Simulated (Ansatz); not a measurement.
A geometry of Be away from equilibrium: the start of the relaxation of a generated cell, Be placed in the AFLOW prototype A_cI16_206_c (as in Si). These are PBEsol (plane waves to 420 eV, PAW, scalar-relativistic; Ansatz, an electronic-structure program) values and carry that method's errors. Γ-centred k-mesh 9×9×9 on the run's cell (coarser than for final values), Fermi–Dirac smearing 0.05 eV.

```xyz
8
Lattice="-2.5353 2.5353 2.5353 2.5353 -2.5353 2.5353 2.5353 2.5353 -2.5353" Properties=species:S:1:pos:R:3 pbc="T T T"
Be     0.7601     0.7601     0.7601
Be    -0.7601     1.7752     0.7601
Be     1.7752     0.7601    -0.7601
Be     0.7601    -0.7601     1.7752
Be     1.7752     1.7752     1.7752
Be     0.7601     3.2954    -0.7601
Be     3.2954    -0.7601     0.7601
Be    -0.7601     0.7601     3.2954
```

### Question
Predict the force on each atom, in eV/Å.

### Answer
```
atom     Fx     Fy     Fz
----  -----  -----  -----
Be1   -1.24  -1.24  -1.24
Be2    1.24   1.24  -1.24
Be3    1.24  -1.24   1.24
Be4   -1.24   1.24   1.24
Be5    1.24   1.24   1.24
Be6   -1.24  -1.24   1.24
Be7   -1.24   1.24  -1.24
Be8    1.24  -1.24  -1.24
```

### Question
What is the pressure?

### Answer
+45.7 GPa, compression positive.

### Question
How much energy per atom can still be gained by relaxing?

### Answer
0.50 eV/atom; the path ends in Ia-3 (No. 206) (AFLOW prototype A_cI16_206_c (as in Si)).

No spin polarisation in the result.

The run could not lower the symmetry of its start; a shaken copy of this end point relaxes with PBEsol to P6₃/mmc (No. 194), 1.44 eV/atom lower.

The end of the path is a generated cell of Be: the first start was made by placing the elements on the sites of a structure type, and the end was not matched to a known phase here, so it may be hypothetical. Known forms of Be include space group No. 194.
